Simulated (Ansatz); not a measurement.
Ansatz (a program for electronic structure) input:

Ansatz 0.2 input:
```yaml
crystal:
  lattice:
    - [-1.7366966279, 1.7366966279, 5.8752080288]
    - [1.7366966279, -1.7366966279, 5.8752080288]
    - [1.7366966279, 1.7366966279, -5.8752080288]
  atoms:
    - { symbol: Nb, position: [0.9993892624, 0.9993892624, 0.0] }
    - { symbol: Nb, position: [0.7493892624, 0.2493892624, 0.5] }
    - { symbol: As, position: [0.4176107376, 0.4176107376, 0.0] }
    - { symbol: As, position: [0.1676107376, 0.6676107376, 0.5] }
kpoints:
  mp_grid: { grid: [16, 16, 16] }
basis: { xc_grid: 2 }
hamiltonian:
  xc: pbe
  pseudopotentials: { kind: paw }
scf:
  occupations: { method: gaussian, width: 0.05 }
checkpoint: { read: metal.run }
output: { bader: true, populations: true }
```

Output (shortened):

```
basis.fft_grid_basis auto: the FFT boxes are laid along the combinations [[1, 0, 1], [0, 1, 1], [0, 0, 1]] of the cell's own vectors, 3.473, 3.473 and 6.368 Å …
Pseudopotentials: kind: paw
Pseudopotential: Nb, paw, valence charge 13
Pseudopotential: As, paw, valence charge 15
Functional definition: PBE
Crystal: 4 atoms, lattice volume = 70.881 Å³
Basis set: ecut = 420 eV, 1395 PW (Γ), FFT grids on a1+a3, a2+a3, a3, exchange–correlation on 48×48×90 points (8 copies of the dense FFT grid, shifted against one another)
Bands: 34, of which v1, the nominal top of the filled ones, is band 28 counted from 1 (27 counted from 0)
Symmetry: 8 space group operations
Space group: I41md (ITA 109), of the structure as read, at distance tolerance 4.1e-5 Å
k-points: 349 of 4096 (time reversal used)
Initial density: read from a saved state, or passed on in memory by an earlier SCF of this step, an earlier step, the calling program or the single point that …
Stability of the state it starts from, as read at its close in the unpolarized treatment …
Initial wavefunctions: pseudopotential atomic-orbital guess
Eigensolver: davidson
Functional: x = pbe(κ = 0.804, μ = 0.2195149727645171), c = pbe(β = 0.06672455060314922)
iter 1 solved again at ethr=1.22e-8 eV; its pass at ethr=3.10e-3 eV (dr2=6.83e-6 eV) is discarded
SCF iter   1: F=—  HF=-18819.606205 eV  |F-HF|=—  |Δ(HF+E_count)|=         —  Δρ=2.53e-7  dr2=5.01e-11  ethr=1.22e-8  ⟨swp⟩=3.4  Hψ=78783  notcnv=0
all-band conjugate gradients solve this SCF's bands
preconditioner: auto → Kerker (q_TF=auto, 2.623 Å⁻¹)
SCF iter   2: F=-18819.606205 eV  HF=-18819.606205 eV  |F-HF|=1.82e-11  |Δ(HF+E_count)|=   1.65e-8  Δρ=1.68e-7  dr2=3.05e-11  ethr=1.00e-12  ⟨swp⟩=4.9  Hψ=38168  notcnv=0
SCF 1 converged in 2 iterations: F = -18819.606205 eV  dr2 = 3.05e-11
SCF converged after 2 iterations
Free energy (F): -18819.606205 eV
Harris-Foulkes:  -18819.606205 eV  (|F-HF|=1.82e-11)
Internal energy: -18819.605468 eV  (E = F + TS)
E sigma→0 (E₀):  -18819.605837 eV
Entropy (-TS):   -0.000736 eV (-0.184 meV/atom)
Fermi energy:    15.949471 eV
--- Per-component energies (eV) ---
  E_band       = -503.531345
  E_kinetic    = 996.648791
  E_local      = -4385.984067  (includes V_loc(G=0)·N_el)
  E_nonlocal   = -1101.150142
  E_hartree    = 2163.367496
  E_xc         = -511.243244
  E_vxc        = -587.075042  (∫ρ·V_xc dr)
  E_paw        = -9818.509184  (= ΣΔE_a)
  E_vpaw       = 247.294354  (= ΣTr[D̂ρ^β])
  E_aug_tail   = 0.000028  (compensation charges beyond the density's cutoff)
  E_ewald      = -6162.735146
  E_smearing   = -0.000736  (= −TS)
  E_closure    = 0.000000  (closes the sum)
  Σ components = -18819.606205   (vs F -18819.606205, Δ=0.00e0)
  [band-id]    e_kinetic+e_local+e_nonlocal+2·e_hartree+e_vxc+e_vpaw+e_augmentation_tail = -503.531087   (vs E_band -503.531345, Δ=2.57e-4)
--- Band table (eV; the first three rows and the last of 349) ---
  k-point 0: bands = ["-39.1974", "-39.1714", "-19.5505", "-19.5505", "-19.5375", "-19.5331", "-19.5303", "-19.5290", "-19.5241", "-19.5241", "-19.5231", "-19.5209", "-15.3962", "-15.3004", "-15.3004", "-15.1594", "-15.1594", "-15.1048", "2.8283", "5.0175", "9.8724", "13.1866", "13.7735", "13.7735", "13.9528", "14.3090", "14.5895", "14.5895", "16.6304", "17.1848", "18.3375", "18.8555", "18.8555", "19.6693"]
  k-point 1: bands = ["-39.1963", "-39.1709", "-19.5508", "-19.5503", "-19.5371", "-19.5330", "-19.5310", "-19.5299", "-19.5241", "-19.5240", "-19.5224", "-19.5205", "-15.3923", "-15.3075", "-15.3059", "-15.1669", "-15.1644", "-15.1044", "2.9221", "5.0484", "9.9309", "12.9692", "13.6807", "13.8094", "13.8413", "14.1414", "14.6174", "14.7304", "16.4901", "17.0184", "18.2938", "18.6928", "19.0041", "19.4949"]
  k-point 2: bands = ["-39.1932", "-39.1694", "-19.5516", "-19.5495", "-19.5362", "-19.5336", "-19.5322", "-19.5318", "-19.5237", "-19.5237", "-19.5208", "-19.5195", "-15.3831", "-15.3273", "-15.3196", "-15.1869", "-15.1785", "-15.1044", "3.1901", "5.1271", "10.1209", "12.5031", "13.2527", "13.4116", "13.5235", "14.2591", "14.8803", "14.9860", "16.2427", "16.5827", "18.3372", "18.3530", "19.2870", "19.4755"]
  k-point 348: bands = ["-39.1844", "-39.1844", "-19.5520", "-19.5520", "-19.5347", "-19.5347", "-19.5297", "-19.5297", "-19.5226", "-19.5226", "-19.5225", "-19.5225", "-15.3079", "-15.3079", "-15.2524", "-15.2524", "-15.1518", "-15.1518", "3.7299", "3.7299", "12.0170", "12.0170", "13.3597", "13.3597", "13.5124", "13.5124", "15.3975", "15.3975", "16.8942", "16.8942", "17.8461", "17.8461", "19.0470", "19.0470"]
  band table: 34 of 34 bands, residual norms ≤ 1.0e-3 eV
--- Löwdin populations: 4 sites ---
  site symbol       q [e]
     0     Nb     12.8627
     1     Nb     12.8627
     2     As     15.0354
     3     As     15.0354
  spilling = 0.003639 (of n_electrons = 56.000000)
--- Bader charges: 4 sites ---
  site symbol  charge [e]  shift [e]
     0     Nb      1.0209     0.0007
     1     Nb      1.0209     0.0007
     2     As     -1.0209     0.0007
     3     As     -1.0209     0.0007
  shift: an alarm, by how much a part of what the PAW files miss would move the charge. Where it is large, compare
  with a run on PAW files of another source; a small one proves nothing
  estimated error of the sums over rays = 7.5e-4 e
```

Cost: around 80 core-seconds (rough) on shared cores.

Space group I4_1md. Symmetry was held in the PBE relaxation; of distortions, only those at the zone centre were tested. No spin polarisation was allowed. A small band overlap can be real or an error of a semilocal functional. Scalar-relativistic: spin–orbit coupling is off unless named, which matters more the heavier the elements.

Potentials: the later of the program's two PAW sets.

Ansatz is a plane-wave DFT program.
